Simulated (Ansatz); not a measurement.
Pd (fcc, Cu type)

```xyz
1
Lattice="0.0000 1.9379 1.9379 1.9379 0.0000 1.9379 1.9379 1.9379 0.0000" Properties=species:S:1:pos:R:3 pbc="T T T"
Pd     0.0000     0.0000     0.0000
```

The slice is a {110} plane (indices of the conventional cell) through the point (0.000, 0.000, 0.000) (fractional), spanned by u = [100] and v = [1 -1 -1] in vectors of this cell: u (2.74 Å) and v (3.88 Å, at 90° to u). It covers one period; positions are fractions (u, v).

Calculation: PBEsol (plane waves to 420 eV, PAW, scalar-relativistic; Ansatz, a first-principles code). k mesh 21×21×21. Inside the PAW spheres the values are not all-electron values, and peaks at nuclei hang on which shells count as valence. Pd is run without spin polarisation. Pd was relaxed with its symmetry unable to fall.

Three fields on this plane, each scaled to ten steps between its own extremes (0 low, 9 high; the total valence density on a logarithmic scale, the potential cut 8 eV below its top; x marks points blanked near nuclei; v = 0 in the bottom row):

Map A
```
|xxxxxx757xxxxx|
|xxxxx96569xxxx|
|xxxxx75457xxxx|
|xxxx8543458xxx|
|xx97543334579x|
|66544333334456|
|33333344433333|
|11123445443211|
|00123455543210|
|00123455543210|
|00123455543210|
|11123445443211|
|33333344433333|
|66544333334456|
|xx97543334579x|
|xxxx8543458xxx|
|xxxxx75457xxxx|
|xxxxx96569xxxx|
|xxxxxx757xxxxx|
|xxxxxx757xxxxx|
```

Map B
```
|xxxxxx454xxxxx|
|xxxxx74547xxxx|
|xxxxx44644xxxx|
|xxxx5367635xxx|
|xx95357775359x|
|44335667665334|
|22235566655322|
|11134555554311|
|00123455543210|
|00023455543200|
|00123455543210|
|11134555554311|
|22235566655322|
|44335667665334|
|xx95357775359x|
|xxxx5367635xxx|
|xxxxx44644xxxx|
|xxxxx74547xxxx|
|xxxxxx454xxxxx|
|xxxxxx555xxxxx|
```

Map C
```
|xxxxxx353xxxxx|
|xxxxx04640xxxx|
|xxxxx26762xxxx|
|xxxx1577751xxx|
|xx02567876520x|
|44567777777654|
|77777777777777|
|99887766677889|
|99987655567899|
|99987655567899|
|99987655567899|
|99887766677889|
|77777777777777|
|44567777777654|
|xx02567876520x|
|xxxx1577751xxx|
|xxxxx26762xxxx|
|xxxxx04640xxxx|
|xxxxxx353xxxxx|
|xxxxxx353xxxxx|
```

Task: Assign the maps to these fields: electron localisation function (ELF); valence electron density; electrostatic potential energy of an electron, from the cell's mean.

Result: A is the valence electron density; B is the electron localisation function (ELF); C is the electrostatic potential energy of an electron, from the cell's mean.
